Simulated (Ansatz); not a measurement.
The relaxed structure here is a generated cell of La: the first start was made by placing the elements on the sites of a structure type, and the end was not matched to a known phase here, so it may be hypothetical. Known forms of La include space group No. 194.

A relaxed cell of La (I4/mmm (No. 139)), relaxed on a k-mesh at least as fine as the one used below. Computed with PBE (plane waves to 420 eV, PAW, scalar-relativistic; Ansatz, a first-principles code). Γ-centred k-mesh 11×11×11 on the run's cell (coarser than for final values), Fermi–Dirac smearing 0.05 eV.

```
La
1.0
   -4.44530     4.44530     3.74845
    0.00000     0.00000     3.74845
    2.22265     2.22265    -1.87423
La
2
Cartesian
  0.00000   0.00000   0.00000
 -2.22265   2.22265   1.87423
```

The atoms are displaced along an unstable phonon of this cell by (Å):

```json
[
 {"atom": "La1", "ux": "-0.106", "uy": "-0.106", "uz": "0.000"},
 {"atom": "La2", "ux": "0.106", "uy": "0.106", "uz": "0.000"}
]
```

Question: What forces (eV/Å) and pressure result?

Answer: 
| atom | Fx | Fy | Fz |
|---|---|---|---|
| La1 | -0.11 | -0.11 | 0.00 |
| La2 | 0.11 | 0.11 | 0.00 |

Pressure +0.1 GPa.

The undisplaced cell is probably no minimum: from this displacement the run went on to P6₃/mmc (No. 194), 0.06 eV/atom below it.

No spin polarisation in the result.
